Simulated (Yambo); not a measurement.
K3RhF6 (space group Fm-3m, No. 225), G0W0@LDA in Yambo (2×2×2 mesh, plasmon pole; 8 Ry block, no terminator). The number N of bands in W and G is varied.

| N | x = 1/N | gap X → X (eV) | shift of the valence edge (eV) |
|---|---|---|---|
| 127 | 0.00787 | 6.058 | -1.070 |
| 184 | 0.00543 | 5.909 | -1.148 |
| 255 | 0.00392 | 5.903 | -1.274 |
| 328 | 0.00305 | ? | ? |

Q: Basis-set arguments suggest E = E∞ + A x. Fix A and E∞ from the two rows above the withheld one, predict the row at 328 bands, and test the form.

A: Gap: A = (5.903 − (5.909))/(0.00392 − 0.00543) = 3.97, E∞ = 5.887 eV, so 5.900 eV is predicted; the run gave 5.884 eV (miss 16 meV). The first two rows have slope 61.1, so the form doesn't hold yet over the whole range. Shift: A = (-1.274 − (-1.148))/(0.00392 − 0.00543) = 83.4, E∞ = -1.601 eV, so -1.347 eV is predicted; the run gave -1.357 eV (miss 10 meV). The first two rows have slope 32.0, so the form doesn't hold yet over the whole range. The other settings are held fixed.

Spin-orbit coupling is not included.

Geometry of the Materials Project entry, not relaxed at this level; primitive cell a = b = c = 6.2375 Å, α = β = γ = 60.00°.

The structure is a Materials Project entry; no match was found in the copy of COD used, and its stability was not checked.

A shift is the quasiparticle energy of the state minus its LDA energy.
